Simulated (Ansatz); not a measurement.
AgCl (rock salt)

```cif
data_AgCl
_chemical_formula_sum 'Cl1 Ag1'
_space_group_name_H-M_alt 'P 1'
_space_group_IT_number 1
_cell_length_a 3.85193
_cell_length_b 3.85193
_cell_length_c 3.85193
_cell_angle_alpha 60.000
_cell_angle_beta 60.000
_cell_angle_gamma 60.000
loop_
_space_group_symop_operation_xyz
  'x, y, z'
loop_
_atom_site_label
_atom_site_type_symbol
_atom_site_fract_x
_atom_site_fract_y
_atom_site_fract_z
_atom_site_occupancy
Cl1 Cl 0.00000 0.00000 0.00000 1
Ag1 Ag 0.50000 0.50000 0.50000 1
```

The volume is varied about the relaxed value V₀ at fixed cell shape. Symmetry pins the atoms to their sites.

Level of theory: PBEsol (plane waves to 420 eV, PAW, scalar-relativistic; Ansatz, a quantum-chemistry and plane-wave program). k mesh 10×10×10 (Γ-centred), Fermi-Dirac smearing 0.05 eV. Energies are smeared free energies. AgCl was relaxed with its symmetry unable to fall. ΔE is measured from the relaxed starting cell.

Question: Estimate the ΔE (meV/atom) for V/V₀ = 0.904, 0.968, 1.032, 1.064, 1.096, 1.160.

Answer: 
| V/V₀ | ΔE (meV/atom) |
|---|---|
| 0.904 | 40.6 |
| 0.968 | 3.9 |
| 1.032 | 3.4 |
| 1.064 | 12.8 |
| 1.096 | 27.1 |
| 1.160 | 66.8 |

(Under strain, the slope of the energy per volume gives the stress and its curvature an elastic modulus.)
